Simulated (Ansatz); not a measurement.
K₃ReMoO₈: Coordination and ⁴¹K quadrupole coupling

Cell: a computed structure from the Materials Project (it need not be an observed phase).

```cif
data_K3ReMoO8
_symmetry_space_group_name_H-M 'R3m:H'
_symmetry_Int_Tables_number 160
_cell_length_a 6.0241
_cell_length_b 6.0241
_cell_length_c 21.2311
_cell_angle_alpha 90.000
_cell_angle_beta 90.000
_cell_angle_gamma 120.000
loop_
_atom_site_label
_atom_site_type_symbol
_atom_site_symmetry_multiplicity
_atom_site_Wyckoff_symbol
_atom_site_fract_x
_atom_site_fract_y
_atom_site_fract_z
K1 K 3 a 0.0000 0.0000 0.3023
K2 K 3 a 0.0000 0.0000 0.6945
K3 K 3 a 0.0000 0.0000 0.5077
Re Re 3 a 0.0000 0.0000 0.0970
Mo Mo 3 a 0.0000 0.0000 0.9052
O6 O 3 a 0.0000 0.0000 0.8216
O7 O 3 a 0.0000 0.0000 0.1788
O8 O 9 b 0.1748 0.8252 0.6010
O10 O 9 b 0.8245 0.1755 0.4032
```

One atom of each set is listed; the run and its k-mesh use a cell of 13 atoms with edges of 7.89, 7.89, 7.89 Å.

The numbers come from a DFT calculation in Ansatz (PBE, plane waves and PAW, scalar-relativistic, 420 eV cutoff, Γ-centred 4×4×4 k-points, Fermi–Dirac smearing 0.02 eV).

Q(⁴¹K) = 73.40 mb.

**Question.** Order the K environments from the weakest to the strongest quadrupole coupling.
A. K2: 10 O at 2.70–3.14 Å
B. K1: 10 O at 2.62–3.10 Å
C. K3: 6 O at 2.69–2.88 Å

**Answer.** B (2.50 MHz, η = 0.00), C (5.17 MHz, η = 0.00), A (6.18 MHz, η = 0.00).

An axis of threefold or higher order runs through K1, K3 and K2, so V_zz lies along it and η is zero. Like point charges on the first shell alone (each adding as 1/d³) would give another order (K1 < K2 < K3): the covalent part of each bond and the atoms beyond the first shell count as well.

The largest force is 0.5 eV/Å, so the atoms aren't at the calculated equilibrium and relaxing them would move these values.
